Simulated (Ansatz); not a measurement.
Method: DFT, BLYP, plane waves (420 eV) with PAW, scalar-relativistic in Ansatz 0.2.0. (PAW data from PBE, frozen cores regenerated.)

An element in the simple cubic structure gives this curve. The cell is scaled uniformly from the relaxed one, with fractional coordinates and shape fixed. Energies are extrapolated to zero smearing, pressures are those at the given smearing. Magnetic state: spin not included.

| V (Å³/atom) | E − E₀ (meV/atom) | P (GPa) |
| --- | --- | --- |
| 5.160 | 93.2 | 48.03 |
| 5.394 | 37.4 | 28.45 |
| 5.629 | 7.8 | 12.45 |
| 5.864 | -0.1 | -0.41 |
| 6.098 | 9.0 | -10.43 |
| 6.333 | 31.0 | -18.26 |
| 6.567 | 63.3 | -24.40 |

Task: Which element is it?
A. boron
B. nickel
C. carbon
D. cobalt

Result: C. Its fit is V₀ = 5.85 Å³/atom, B₀ = 288 GPa, B₀′ = 4.9.
